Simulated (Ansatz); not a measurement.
Structure relaxation, TiC

The start is a relaxed TiC cell displaced along its unstable phonon at q = (½, ½, 0) of its primitive reciprocal cell (170i cm⁻¹), largest move 0.15 Å. Cell shape, volume and atoms are optimised at zero target pressure with PBE (plane waves to 420 eV, PAW, scalar-relativistic; Ansatz, a program for electronic structure). The first steps use a coarse 11×11×12 k-mesh.

Input geometry:
```
TiC
1.0
   10.76604     0.00000     0.00000
    5.38302     2.90120     0.00000
    0.00000     0.00000     2.79113
C Ti
4 4
Direct
  0.75000   0.50000   0.50000
  0.25000   0.50000   0.50000
  0.00663   0.50000   0.45273
  0.49337   0.50000   0.54727
  0.37520   0.99960   0.76180
  0.87480   0.00040   0.76180
  0.12480   0.00040   0.23820
  0.62520   0.99960   0.23820
```

Problem. What is the largest force in the starting geometry, and on which atom (counted from 1)?

Solution. 0.17 eV/Å, on C3, C4 (atoms numbered as listed).

Problem. How does the volume change?

Solution. +2.7 %, from 10.90 to 11.19 Å³/atom.

Problem. Is the parent structure recovered?

Solution. It does not go back: it reaches C2/m (No. 12), 0.15 eV/atom below the parent.

Problem. How do the shortest distances between atoms change?

Solution. The closest pairs of elements (up to four, under 3.6 Å), start → end: C–Ti 2.11 → 2.07 Å; C–C 2.62 → 2.31 Å; Ti–Ti 2.79 → 2.80 Å.

Problem. Is the relaxed structure metallic? Give its gap.

Solution. Zero (metallic).

Problem. Give the final cell and atomic positions.

Solution. 
```cif
data_C8Ti8
_chemical_formula_sum 'C8 Ti8'
_space_group_name_H-M_alt 'C2/m'
_space_group_IT_number 12
_space_group_name_Hall '-C 2y'
_cell_length_a 10.27338
_cell_length_b 5.65342
_cell_length_c 3.08366
_cell_angle_alpha 90.000
_cell_angle_beta 90.726
_cell_angle_gamma 90.000
loop_
_atom_site_label
_atom_site_type_symbol
_atom_site_symmetry_multiplicity
_atom_site_Wyckoff_symbol
_atom_site_fract_x
_atom_site_fract_y
_atom_site_fract_z
_atom_site_occupancy
C1 C 2 d 0.00000 0.50000 0.50000 1
C2 C 2 c 0.50000 0.50000 0.50000 1
C3 C 4 i 0.21241 0.00000 0.75915 1
Ti1 Ti 8 j 0.12859 0.24747 0.26097 1
```
(The calculation used a cell of 8 atoms; values per cell refer to that cell.)

Final values are on a 10×10×15 k-mesh of the relaxed cell. No spin polarisation in the result.

The run could not lose the symmetry of its start, so the end can be a saddle point.

The relaxed structure here is a generated cell of TiC: the first start was made by placing the elements on the sites of a structure type, and the end was not matched to a known phase here, so it may be hypothetical. Known forms of TiC include space group No. 225.
